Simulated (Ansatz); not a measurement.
This is a single-point calculation with the PAW code Ansatz on Si₃N₄ (P6_3/m) from a database structure; the level of theory is r2SCAN. The cell was relaxed with r2SCAN and then strained (isotropic +1.0 % on every length), with the atoms relaxed again with r2SCAN; k points keep the names of the unstrained zone.

Input file:
```yaml
crystal:
  lattice:
    - [7.6817206964, 0.0, 0.0]
    - [-3.8408603482, 6.6525652678, 0.0]
    - [0.0, 0.0, 2.9347029311]
  atoms:
    - { symbol: Si, position: [0.2290856309, 0.8231467635, 0.75] }
    - { symbol: Si, position: [0.4059388673, 0.2290856309, 0.25] }
    - { symbol: Si, position: [0.8231467635, 0.5940611327, 0.25] }
    - { symbol: Si, position: [0.1768532365, 0.4059388673, 0.75] }
    - { symbol: Si, position: [0.5940611327, 0.7709143691, 0.75] }
    - { symbol: Si, position: [0.7709143691, 0.1768532365, 0.25] }
    - { symbol: "N", position: [0.3333333333, 0.6666666667, 0.75] }
    - { symbol: "N", position: [0.6666666667, 0.3333333333, 0.25] }
    - { symbol: "N", position: [0.9672689062, 0.6693634603, 0.75] }
    - { symbol: "N", position: [0.2979054458, 0.9672689062, 0.25] }
    - { symbol: "N", position: [0.6693634603, 0.7020945542, 0.25] }
    - { symbol: "N", position: [0.3306365397, 0.2979054458, 0.75] }
    - { symbol: "N", position: [0.0327310938, 0.3306365397, 0.25] }
    - { symbol: "N", position: [0.7020945542, 0.0327310938, 0.75] }
kpoints:
  mp_grid: { grid: [6, 6, 8] }
  band_path:
    path:
      - [0.0, 0.0, 0.0]
      - [0.5, 0.0, 0.0]
      - [0.3333333333, 0.3333333333, 0.0]
      - [0.0, 0.0, 0.5]
      - [0.5, 0.0, 0.5]
      - [0.3333333333, 0.3333333333, 0.5]
      - [0.0, 0.0, 0.171875]
    npoints: 1
hamiltonian:
  xc: r2scan
scf:
  occupations: { method: fixed }
  n_extra_bands: 7
output:
  forces: true
  stress: true
  eigenvalues: true
```

Wall time 5.7 s on 1 × NVIDIA H100 80GB HBM3 with 2 threads of AMD EPYC 7R13 Processor (Zen 3), on a shared host; peak host memory 1.2 GiB.

The output, standing remarks left out:
```
Pseudopotential: Si, paw, valence charge 4, recommended cutoff 500 eV (meta_gga)
Pseudopotential: N, paw, valence charge 5, recommended cutoff 500 eV (meta_gga)
Functional definition: r2SCAN
Crystal: 14 atoms, lattice volume = 149.973 Å³
Basis set: ecut = 500 eV, 3797 PW (Γ)
Bands: 39, of which v1, the nominal top of the filled ones, is band 32 counted from 1 (31 counted from 0)
Symmetry: 12 space group operations
Space group: P63/m (ITA 176)
k-points: 40 of 288
SCF converged after 8 iterations
Free energy (F): -6930.751011 eV
Fermi energy:    7.676579 eV
--- Forces (eV/Å), atoms counted from 1 ---
  atom   1  Si      0.00118    -0.00024      0.00000
  atom   2  Si      0.00080      0.00090      0.00000
  atom   3  Si      0.00038    -0.00114      0.00000
  atom   4  Si    -0.00038      0.00114      0.00000
  atom   5  Si    -0.00080    -0.00090      0.00000
  atom   6  Si    -0.00118      0.00024      0.00000
  atom   7  N       0.00000      0.00000      0.00000
  atom   8  N       0.00000      0.00000      0.00000
  atom   9  N     -0.00050      0.00023      0.00000
  atom  10  N     -0.00045    -0.00032      0.00000
  atom  11  N     -0.00005      0.00055      0.00000
  atom  12  N       0.00005    -0.00055      0.00000
  atom  13  N       0.00050    -0.00023      0.00000
  atom  14  N       0.00045      0.00032      0.00000
--- Stress (GPa, compression-positive) ---
       -7.045680       0.000007       0.000000
       -0.000007      -7.045680       0.000000
        0.000000       0.000000      -7.473264
  P = ⅓ Tr σ = -7.1882 GPa (-71.882 kbar)
```

bands.tsv, columns around the gap (it counts bands from 0):
```tsv
# k_distance	band_27	band_28	band_29	band_30	band_31	band_32	band_33	band_34	band_35
# fermi_ev = 7.676579
# [0, 0, 0] at k_distance = 0.000000
# [0.5, 0, 0] at k_distance = 0.472238
# [0.3333333333, 0.3333333333, 0] at k_distance = 0.744884
# [0, 0, 0.5] at k_distance = 1.946263
# [0.5, 0, 0.5] at k_distance = 2.418501
# [0.3333333333, 0.3333333333, 0.5] at k_distance = 2.691147
# [0, 0, 0.171875] at k_distance = 3.580456
# levels_relative_to = fermi_ev
0.000	-1.250	-1.250	-0.439	-0.408	-0.192	4.883	5.040	5.386	5.386
0.472	-1.684	-1.305	-0.784	-0.315	-0.245	5.100	5.229	5.423	5.761
0.745	-1.529	-1.138	-1.138	-0.276	-0.276	5.188	5.376	5.376	6.088
1.946	-1.616	-1.616	-1.616	-1.280	-1.280	5.247	5.247	5.247	5.247
2.419	-1.859	-1.495	-1.495	-1.020	-1.020	5.299	5.299	6.382	6.382
2.691	-1.885	-1.404	-1.404	-1.071	-1.071	5.529	5.529	6.401	6.401
3.580	-1.494	-1.237	-1.237	-1.138	0.022	6.119	6.469	6.469	6.840
```
In order the rows are Γ, M, K, A, L, H, Γ–A (0.34).

The r2SCAN gap is indirect, 4.86 eV (Γ–A (0.34 of the way from Γ) to Γ), below the direct gap of 5.07 eV at Γ. At this geometry r2SCAN finds -7.19 GPa, compression counted positive: its own equilibrium volume is smaller.

Spin-unpolarised throughout; all numbers are computed.
